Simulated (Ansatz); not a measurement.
**Sr: energy along a strain**

Sr, P6_3/mmc, a = 4.310 Å, c = 7.050 Å (as given, not relaxed at this level: -0.9 GPa). This isn't the element's structure at ambient conditions. Ansatz: PBEsol, PAW, 420 eV, Γ-centred 12×12×8 mesh on 2 atoms, Gaussian smearing 0.15 eV; no spin polarisation. Cell vectors (Å): 4.310 0.000 0.000; -2.155 3.733 0.000; 0.000 0.000 7.050. The cell is strained by x per cent times the pattern (1 1 0 0 0 0) in the order xx yy zz yz xz xy (engineering shears), with fractional coordinates held. y is the free energy over the start, V0 = 56.708 Å³/atom.

| x (%) | y (meV/atom) |
| --- | --- |
| -6.00 | ? |
| -4.50 | -7.21 |
| -3.00 | -9.70 |
| -1.50 | -7.13 |
| 0.00 | 0.00 |
| 1.50 | 11.20 |
| 3.00 | 26.02 |
| 4.50 | 44.07 |
| 5.25 | 54.20 |
| 6.00 | 65.00 |

Problem. Fit y = c1 x + c2 x² + c3 x³ to the other rows, get the stiffness along the pattern, and predict the missing energy.

Solution. Least squares on the rows shown. y = 6.1413 x + 0.91029 x² − 0.021536 x³. The clamped-ion stiffness p·C·p = 2 × 9.103 eV × 160.2 / 56.708 Å³ = 51 GPa (second derivative at the start, which stands under stress). At x = -6.00 the fit asked for gives 0.57 meV/atom. The run gave 0.89 meV/atom, so the fit is 0.32 meV/atom too low, 0.43 % of the span of the series, against an rms of 0.03 meV/atom on the fitted rows. The row lies outside the fitted range. With a term in x⁴ added, a fit to the same known rows predicts 0.92 meV/atom, so most of the miss is curvature that the known rows already hold.